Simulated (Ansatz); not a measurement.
Data:

Ge:
```xyz
4
Lattice="-3.3880 3.3880 3.3880 3.3880 -3.3880 3.3880 3.3880 3.3880 -3.3880" Properties=species:S:1:pos:R:3 pbc="T T T"
Ge     2.5410     0.8470    -0.8470
Ge     0.8470    -0.8470     2.5410
Ge    -0.8470     2.5410     0.8470
Ge     0.8470     0.8470     0.8470
```

This is the r²SCAN-relaxed structure.

All from r²SCAN (plane waves, PAW; program Ansatz), unless another level is named. Predict the electronic character.

metallic (no gap).

And the density of states at the Fermi level?

0.76 states/eV per atom (mean over ±0.08 eV).

What about the gap with spin–orbit coupling?

none (metallic).

Space group I4_132. The start of the workflow was typed in or built on a structure type; neither database checked (COD, Materials Project) lists it. It is not the phase usual at ambient conditions (space group No. 227). The r²SCAN relaxation kept the symmetry of its start; whether a distortion lowers the energy is not shown. The volume moved by 42 % from the start of the relaxation. Scalar-relativistic: spin–orbit coupling is off unless named, which matters more the heavier the elements.

Potentials: the later of the program's two PAW sets.
